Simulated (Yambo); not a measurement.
Yambo run on K$_{2}$NaScF$_{6}$ (space group Fm-3m, No. 225). The wavefunctions are LDA (pw.x of Quantum ESPRESSO, ONCV potentials, scalar-relativistic) ones on a 2×2×2 mesh (40 occupied bands); a = b = c = 6.0880 Å, α = β = γ = 60.00°.

Yambo input:

```
gw0
dyson
el_el_corr
HF_and_locXC
ppa
em1d
EXXRLvcs= 88 Ry
VXCRLvcs= 352 Ry
Chimod= "HARTREE"
% BndsRnXp
 3 | 304 |
%
NGsBlkXp= 8 Ry
% LongDrXp
 1.0 | 1.0 | 1.0 |
%
PPAPntXp= 27.2114 eV
% GbndRnge
 1 | 304 |
%
GTermKind= "BG"
DysSolver= "n"
ExtendOut
% QPkrange
 1 | 1 | 40 | 41 |
%
```

k points by index: 1 = Γ.

The o-*.qp file then holds:

```
#    K-point    Band    Eo [eV]    E [eV]    E-Eo [eV]    Vxc [eV]    Vnlxc [eV]    Sc|Eo [eV]    Sc|E [eV]    dSc/dw|Eo [eV]    Re(Z)    Im(Z)
#
    1    40    0.000000    -2.057276    -2.057276    -22.28751    -29.55263    4.723511    5.207838    -6.405709    0.809449    -0.001172
    1    41    6.411992    8.209087    1.797096    -9.376577    -4.525845    -2.847627    -3.053636    -3.119255    0.897158    -0.610564E-3
```
(The two width columns are left out.) Convergence of these settings isn't established.

Geometry of the Materials Project entry, not relaxed at this level.
